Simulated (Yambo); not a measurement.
G0W0@PBEsol for NH4Br (space group P-43m, No. 215) in Yambo. Reference settings: 4×4×4 Γ-centred k mesh, 141 bands and a 10 Ry block in the screening, 141 bands in G with the Bruneval-Gonze terminator, plasmon pole fitted at 27.2 eV. The PBEsol gap M → Γ on this mesh is 4.09 eV; G0W0 gaps are taken between the same points.

The settings were changed. The gap went from 6.55 eV to 6.55 eV, and the shift of the valence edge from -1.67 eV to -1.60 eV.

Problem. Name the change that produced these shifts.
(A) 45 bands in W, 45 bands in G
(B) no random integration
(C) no terminator
(D) pole fitted at 55 eV

Solution. C, no terminator. The others gave (gap, valence shift): 45 bands in W, 45 bands in G: 6.44, -1.40 eV; no random integration: 6.47, -1.49 eV; pole fitted at 55 eV: 6.55, -1.74 eV.

Spin-orbit coupling is not included.

Geometry of the Materials Project entry, not relaxed at this level; primitive cell a = b = c = 4.0001 Å, α = β = γ = 90.00°.

A shift is the quasiparticle energy of the state minus its PBEsol energy.
